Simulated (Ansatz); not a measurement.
Starting cell, C (diamond):

```
C
1.0
    0.00000     3.57157     3.57157
    1.78578     0.00000     1.78578
    1.78578     1.78578     0.00000
C
4
Direct
  0.25000   0.50000   0.50000
  0.75000   0.50000   0.50000
  0.37500   0.75000   0.75000
  0.87500   0.75000   0.75000
```

A phonon eigenvector at L = (0.5, 0.0, 0.0) is frozen into this cell: atom i moves by Q times the vector below, so Q is the largest atomic displacement, in Å. The cell is held. It is one choice among 2 degenerate patterns. (q is in reciprocal vectors of the primitive cell; the cell shown is doubled to hold the pattern.)

| atom | x | y | z |
|---|---|---|---|
| C1 | 0.285 | -0.520 | 0.805 |
| C2 | -0.285 | 0.520 | -0.805 |
| C3 | -0.285 | 0.520 | -0.805 |
| C4 | 0.285 | -0.520 | 0.805 |

These are PBE (plane waves to 420 eV, PAW, scalar-relativistic; Ansatz, a program for electronic structure) values and carry that method's errors. k mesh 8×16×16 (Γ-centred), Fermi-Dirac smearing 0.05 eV. E stands for the smeared free energy. C was relaxed with its symmetry unable to fall. The zero of ΔE is the undisplaced structure.

| Q (Å) | ΔE (meV/cell) |
|---|---|
| -0.1000 | withheld |
| -0.0833 | 871 |
| -0.0667 | 558 |
| -0.0500 | 314 |
| -0.0333 | 140 |
| -0.0167 | 35 |
| 0.0000 | 0 |
| 0.0167 | 35 |
| 0.0333 | 140 |
| 0.0500 | 314 |
| 0.0667 | 558 |
| 0.0833 | 871 |
| 0.1000 | withheld |

Task: Fit an even polynomial form (powers 2, 4) to the given rows and predict ΔE at Q = 0.1000.

Result: Least squares on the 11 given rows: ΔE = (125600)·Q² + (-15640)·Q⁴, in meV/cell with Q in Å; root-mean-square residual 0.4 meV/cell. At 0.1000 the fit gives 1254 meV/cell; the calculation gives 1253 meV/cell, so the extrapolation is off by 1 (+0.1 %). The quadratic term alone would give 1256 meV/cell.

(A displaced cell: forces are minus the slopes of the energy, force constants its curvatures, and phonons follow from these.)
